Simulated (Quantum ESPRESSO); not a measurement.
## Calculated data, AlInGa2As4 (made-up cell)

Computed with Quantum ESPRESSO 7.5. Calculation on a made-up crystal cell, not a measurement: periodic Kohn-Sham density functional theory in plane waves with PseudoDojo standard norm-conserving scalar-relativistic pseudopotentials, each functional with its own files (v0.5 for PBE, v0.4.1 for LDA and PBEsol), no spin polarisation, no spin-orbit coupling, atoms not relaxed, stress positive in tension, energies less a fixed whole-eV offset for each atom's element; levels are Kohn-Sham levels at fractions of this cell's reciprocal vectors, counted from the reference band (half the neutral cell's valence electrons, rounded up) at Gamma; error bars cover cutoff and k-mesh only, not smearing or the files; added strain carries the atoms with the cell, and shear is the tensor component; each bar is the largest change over components, and at least 0.002 eV, 0.002 eV per angstrom or 0.02 GPa; energies are for the whole cell, and the offsets were chosen from early runs and are not element reference energies.

Entry: AlInGa2As4 (made-up cell)

```xyz
8
Lattice="6.0081 0.0955 -0.0015 0.0955 5.8943 -0.0348 -0.0015 -0.0348 6.0064" Properties=species:S:1:pos:R:3 AlInGa2As4
Ga     0.1545    -0.0285    -0.1906
Al     0.0497     3.0850     2.9681
In     3.0068    -0.1953     2.9900
Ga     3.1235     2.9845    -0.0373
As     1.5985     1.4143     1.3741
As     1.4576     4.4411     4.4866
As     4.5236     1.5768     4.5214
As     4.4577     4.6729     1.4394
```

Here we set lattice type zincblende/diamond, functional pbe, cutoff 1143 eV, fermi dirac smearing 0.1 eV, scf tolerance 1e-07 eV, electrons removed 0 and k mesh 6 x 6 x 6, shifted by half a step.

The calculation gives: free energy less offsets 0.9804 eV; smearing term minus ts -0.004822 eV; scf iterations 11; pressure -0.1899 GPa; stress xx 0.3154 GPa; stress yy 0.7803 GPa; stress zz -0.5258 GPa; stress yz -3.489 GPa; stress xz 4.111 GPa; stress xy 3.538 GPa; error bar energy 0.00396 eV; error bar stress 0.02 GPa; error bar force 0.002 eV/Å; error bars from tighter rerun of a related cell.

Atoms:
```csv
atoms element,atom site,atom energy offset (eV)
Ga,1,-2080
Al,2,-64
In,3,-1808
Ga,4,-2080
As,5,-2887
As,6,-2887
As,7,-2887
As,8,-2887
```

Forces:
```csv
site,x (eV/Å),y (eV/Å),z (eV/Å)
1,-1.698,2.017,1.74
2,-0.5984,-0.9854,-0.7384
3,-1.969,2.917,2.488
4,-0.4932,0.105,0.5614
5,-0.7761,1.011,0.2497
6,1.165,-2.059,-0.5334
7,0.7967,-0.09201,-0.7234
8,3.573,-2.914,-3.043
```
